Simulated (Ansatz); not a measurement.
# How far is PAW off for CdH$_{2}$?

```xyz
3
Lattice="0.0000 2.5528 2.5528 2.5528 0.0000 2.5528 2.5528 2.5528 0.0000" Properties=species:S:1:pos:R:3 pbc="T T T"
Cd    0.0000    0.0000    0.0000
H     1.2764    1.2764    1.2764
H     3.8292    3.8292    3.8292
```

Atoms are numbered in the order listed.

The cell was built from the fluorite type and relaxed in the same program, and has space group Fm-3m; it needn't be a known or the stable phase.

All numbers are computed: DFT, PBE, PAW with Ansatz's default frozen-core files, scalar-relativistic (Ansatz 0.2.0); DFT, PBE, all-electron PAW with datasets made for the crystal, scalar-relativistic (Ansatz 0.2.0); DFT, PBE, all-electron LAPW, scalar-relativistic (Ansatz 0.2.0).

For PAW: a Γ-centred 11×11×11 k mesh, Fermi–Dirac smearing of 0.05 eV, cutoff 420 eV, no spin polarisation. The crystal-made all-electron datasets (AE datasets) take a cutoff of 260 eV at this cell. LAPW targets a basis error of 1 meV/atom. The Ansatz runs share mesh, smearing and spin set-up. Plane-wave (PAW) pressures include the program's estimate of the Pulay term.

Stress and pressure are positive in compression.

Levels count from the Fermi level.

| quantity | PAW | AE datasets | LAPW |
| --- | --- | --- | --- |
| pressure (GPa) | 0.00 | -0.01 | -0.01 |
| highest filled level at Γ (eV) | -8.294 | -8.295 | -8.296 |
| lowest empty level at Γ (eV) | 0.363 | 0.361 | 0.361 |
| highest filled level at X (eV) | -0.645 | -0.645 | -0.644 |
| lowest empty level at X (eV) | 0.166 | 0.166 | 0.166 |
| highest filled level at W (eV) | -0.320 | -0.319 | -0.319 |
| lowest empty level at W (eV) | 2.416 | 2.418 | 2.418 |

PAW's pressure differs from the LAPW value by about 0.01 GPa or less.
